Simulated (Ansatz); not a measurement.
Starting cell, CuI (zinc blende):

```yaml
crystal:
  lattice:
    - [0.00000, 2.96965, 2.96965]
    - [2.96965, 0.00000, 2.96965]
    - [2.96965, 2.96965, 0.00000]
  atoms:
    - { symbol: I, position: [0.75000, 0.75000, 0.75000] }
    - { symbol: Cu, position: [0.00000, 0.00000, 0.00000] }
```

Scan: atom 2 (Cu, nearest neighbour I at 2.572 Å; its periodic images, 4.2 Å or more away, move with it) is displaced along Cartesian [110], direction (0.707, 0.707, 0.000) in Cartesian axes, by s. The other atoms stay.

Computed with PBEsol (plane waves to 420 eV, PAW, scalar-relativistic; Ansatz, a quantum-chemistry and plane-wave program). k mesh 8×8×8 (Γ-centred), Fermi-Dirac smearing 0.05 eV. The energy includes the smearing's −TS. CuI is run without spin polarisation. CuI was relaxed with its symmetry unable to fall. Spin-orbit coupling is left out, though I is heavy. The zero of ΔE is the undisplaced structure.

```
s (Å)   ΔE (meV/cell)
------  -------------
-0.260          120.9
-0.208           74.9
-0.156       withheld
-0.104           17.9
-0.052            4.4
0.000             0.0
0.052             4.4
0.104            17.9
0.156        withheld
0.208            74.9
0.260           120.9
```

Q: Fit an even polynomial form (powers 2, 4) to the given rows and predict ΔE at s = -0.156.

A: Least squares on the 9 given rows: ΔE = (1629)·s² + (2355)·s⁴, in meV/cell with s in Å; root-mean-square residual 0.02 meV/cell. At -0.156 the fit gives 41.0 meV/cell; the calculation gives 41.0 meV/cell, the same to the digits shown. The quadratic term alone would give 39.6 meV/cell.

(A displaced cell: forces are minus the slopes of the energy, force constants its curvatures, and phonons follow from these.)
